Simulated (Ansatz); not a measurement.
TiB2:
```cif
data_B2Ti
_chemical_formula_sum 'Ti1 B2'
_space_group_name_H-M_alt 'P6/mmm'
_space_group_IT_number 191
_space_group_name_Hall '-P 6 2'
_cell_length_a 3.03189
_cell_length_b 3.03189
_cell_length_c 3.22473
_cell_angle_alpha 90.000
_cell_angle_beta 90.000
_cell_angle_gamma 120.000
loop_
_atom_site_label
_atom_site_type_symbol
_atom_site_symmetry_multiplicity
_atom_site_Wyckoff_symbol
_atom_site_fract_x
_atom_site_fract_y
_atom_site_fract_z
_atom_site_occupancy
Ti1 Ti 1 a 0.00000 0.00000 0.00000 1
B1 B 2 d 0.33333 0.66667 0.50000 1
```

Relaxed at zero pressure with PBE in the plane-wave PAW code Ansatz.

Question: The volume is raised by 9 % and shape and atoms relax at that volume. What pressure results, and how do the axes share the change?

Answer: -18.2 GPa; a 2.5 %, b 2.5 %, c 3.8 %; the energy rises by 47 meV/atom.

Question: Give the new structure.

Answer: 
Space group P6/mmm (No. 191); a = b = 3.1076 Å, c = 3.3458 Å, α = β = 90.00°, γ = 120.00°

```csv
atom,site,symmetry,x,y,z
Ti,1a,6/mmm,0.0000,0.0000,0.0000
B,2d,-6m2,0.3333,0.6667,0.5000
```

The phase is kept; no other phase was compared at this pressure.

The cell was relaxed with PBE under the symmetry of its start; phonons on a q-mesh show no instability. The run is not spin-polarised.

Potentials: the later of the program's two PAW sets.
